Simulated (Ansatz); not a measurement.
ZrB2O5:
```
CELL_PARAMETERS angstrom
      4.40702     0.00000     0.00000
      0.00000     6.93984     0.00000
     -0.14584     0.00000     8.99017
ATOMIC_POSITIONS crystal
  Zr 0.99873 0.11251 0.32896
  Zr 0.00127 0.88749 0.67104
  Zr 0.00127 0.61251 0.17104
  Zr 0.99873 0.38749 0.82896
  B  0.53546 0.41296 0.33397
  B  0.46454 0.58704 0.66603
  B  0.46454 0.91296 0.16603
  B  0.53546 0.08704 0.83397
  B  0.52741 0.73006 0.92326
  B  0.47259 0.26994 0.07674
  B  0.47259 0.23006 0.57674
  B  0.52741 0.76994 0.42326
  O  0.78580 0.59033 0.67915
  O  0.21420 0.40967 0.32085
  O  0.21420 0.09033 0.82085
  O  0.78580 0.90967 0.17915
  O  0.69224 0.34488 0.19236
  O  0.30776 0.65512 0.80764
  O  0.30776 0.84488 0.30764
  O  0.69224 0.15512 0.69236
  O  0.66919 0.89597 0.85031
  O  0.33081 0.10403 0.14969
  O  0.33081 0.39597 0.64969
  O  0.66919 0.60403 0.35031
  O  0.65123 0.27902 0.44614
  O  0.34877 0.72098 0.55386
  O  0.34877 0.77902 0.05386
  O  0.65123 0.22098 0.94614
  O  0.76778 0.59778 0.96758
  O  0.23222 0.40222 0.03242
  O  0.23222 0.09778 0.53242
  O  0.76778 0.90222 0.46758
```

Relaxed with r²SCAN. Special points in fractions of this cell's reciprocal vectors: Γ (0.000, 0.000, 0.000); Z (0.000, 0.500, 0.000); D (0.000, 0.500, 0.500); B (0.000, 0.000, 0.500); A (-0.500, 0.000, 0.500); E (-0.500, 0.500, 0.500); C2 (-0.500, 0.500, 0.000); Y2 (-0.500, 0.000, 0.000).

**Question.** List the band energies nearest the valence-band maximum at these points for r²SCAN in the plane-wave PAW code Ansatz.

**Answer.** In eV from the valence-band maximum; about four levels below and three above (degenerate sets whole), none deeper than 8.9 eV; points with the same levels are listed once.

```
k                           below                above
--  -----------------------------  -------------------
Γ   -0.46 -0.45 -0.25 -0.19 -0.16       4.47 4.47 4.60
Z         -0.33 -0.33 -0.09 -0.09  4.51 4.51 4.70 4.70
D         -0.27 -0.27 -0.08 -0.08  4.60 4.60 4.66 4.66
B         -0.40 -0.40 -0.14 -0.14  4.53 4.53 4.68 4.68
A         -0.30 -0.30 -0.20 -0.20  4.74 4.74 4.95 4.95
E         -0.15 -0.15 -0.12 -0.12  4.79 4.79 5.02 5.02
C2        -0.16 -0.16 -0.10 -0.10  4.76 4.76 5.02 5.02
Y2         -0.28 -0.22 -0.22 0.00       4.70 4.79 4.90
```

Space group P2_1/c. The first step of the workflow began from a Materials Project structure, measured or hypothetical; the Crystallography Open Database copy checked does not list it. Its standing as an ambient phase is unchecked. The cell was relaxed with r²SCAN under the symmetry of its start; whether a distortion lowers the energy is not shown. The run is not spin-polarised. Spin–orbit coupling is left out wherever it is not named.

Potentials: the later of the program's two PAW sets.
